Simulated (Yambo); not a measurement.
Bethe-Salpeter results for WS$_{2}$

```
WS2
1.0
    1.59244     0.91939     6.48980
   -1.59244     0.91939     6.48980
    0.00000    -1.83879     6.48980
S W
2 1
Cartesian
  0.00000   0.00000  11.40687
  0.00000   0.00000  14.52573
  0.00000   0.00000  19.45636
```

The geometry is that of Materials Project entry mp-9813, symmetrised and not relaxed again.

BSE in Yambo on norm-conserving PBEsol (Quantum ESPRESSO, 74 Ry, with spin-orbit coupling) bands: 6×6×6 mesh, 8 valence and 8 conduction bands, static screening with 68 bands and a 4 Ry block, scissor 0.61 eV, Tamm-Dancoff; field along x.

```tsv
state	energy (eV)	states within 2 meV	relative strength	class	main transitions
1	1.70	2	< 0.01	dark	VB → CB (99 %)
2	1.75	2	1.00	strong	VB → CB+1 (98 %)
3	1.98	4	< 0.01	weak	VB → CB (99 %)
4	2.01	4	< 0.01	dark	VB → CB+1 (99 %)
5	2.10	4	< 0.01	dark	VB → CB (99 %)
6	2.12	4	< 0.01	dark	VB → CB+1 (90 %)
7	2.13	2	< 0.01	dark	VB → CB (80 %)
8	2.15	2	0.69	strong	VB−1 → CB (98 %)
9	2.16	2	< 0.01	dark	VB−1 → CB+1 (98 %)
10	2.16	2	< 0.01	dark	VB → CB+1 (100 %)
```

These are vertical excitations (zero momentum); the indirect quasiparticle gap, about 1.64 eV, is smaller than the direct one (2.88 eV on the GW mesh). The direct quasiparticle gap on this mesh is 2.13 eV; counted from there, state 1 is bound by 0.43 eV. Convergence with the mesh was not shown.

States at or above the direct gap are the continuum as this mesh samples it, not bound excitons.

Strengths are relative to the strongest of the lowest states of this run; strong means a line over 3 % of the spectrum's maximum, dark under 0.03 %. Absolute energies carry the error of the G0W0 scissor, whose convergence isn't established; the long-wavelength screening was taken along (1,1,1) although the crystal is anisotropic.

This is not the ordinary phase of the substance.

The distance between layers or molecules is the database entry's, not relaxed here. Functionals without dispersion can leave it too large, which widens gaps and weakens the response across layers: the numbers belong to this cell.
